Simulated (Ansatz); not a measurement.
ZnO₂:
```xyz
12
Lattice="4.8726 0.0000 0.0000 0.0000 4.8726 0.0000 0.0000 0.0000 4.8726" Properties=species:S:1:pos:R:3 pbc="T T T"
Zn     0.0000     2.4363     2.4363
Zn     2.4363     2.4363     0.0000
Zn     2.4363     0.0000     2.4363
Zn     0.0000     0.0000     0.0000
O      2.0087     0.4276     4.4450
O      2.8639     4.4450     0.4276
O      0.4276     4.4450     2.0087
O      4.4450     0.4276     2.8639
O      4.4450     2.0087     0.4276
O      0.4276     2.8639     4.4450
O      2.8639     2.8639     2.8639
O      2.0087     2.0087     2.0087
```

Relaxed with r²SCAN.

**Question.** Map the electron localisation function on the plane through (0.000, 0.500, 0.500) spanned by u = [1, 0, 0] and v = [0, 1, 1] in lattice vectors, from r²SCAN (plane waves, PAW; program Ansatz).

**Answer.** x is the fraction of u, y of v (the angle between them is 90°; rows are the nearest grid lines); atoms in the plane: Zn at (0.00, 0.00), Zn at (0.00, 0.50), O at (0.59, 0.09), O at (0.41, 0.91).
```
|    ..=%%%##%##%%%=..    |
|    ..#@@%**#*==+=:..    |
|  ...-%@%+:+%%+.    ...  |
|.....-%@%*+%@@#:     ....|
|.    .-+*%@@@@*:     ....|
|..    .:=*#%%*=.     ....|
|:.        ...        .:::|
|..                   .::.|
|...    ....   ...     ...|
|....  .:=-:...:--:.  ....|
|   ...-#%#*+++*#%#-...   |
|    ..=%%%#####%%%=..    |
|    ..=%%%#####%%%=..    |
|   ...-#%#*+++*#%#-...   |
|....  .:--:...:-=:.  ....|
|...     ...   ....    ...|
|.::.                   ..|
|:::.        ...        .:|
|....     .=*%%#*=:.    ..|
|....     :*@@@@%*+-.    .|
|....     :#@@%+*%@%-.....|
|  ...    .+%%+:+%@%-...  |
|    ..:=+==*#**%@@#..    |
|    ..=%%%##%##%%%=..    |
```
Scale: ten equal steps from 0.000 (start of ' ') to 0.868 (end of '@'), in the order ' .:-=+*#%@'; x runs from 0.000 to 1.00, y from 0.000 (bottom) to 1.00 (top).

The density is the valence pseudo-density with augmentation charge, so density and ELF within about 1 Å of a nucleus are not all-electron values.

Space group Pa-3. The workflow started from a Materials Project entry (that database holds measured and hypothetical structures alike); the Crystallography Open Database copy checked does not list it. Its standing as an ambient phase is unchecked. Symmetry was held in the r²SCAN relaxation; whether a distortion lowers the energy is not shown.

Potentials: the later of the program's two PAW sets.
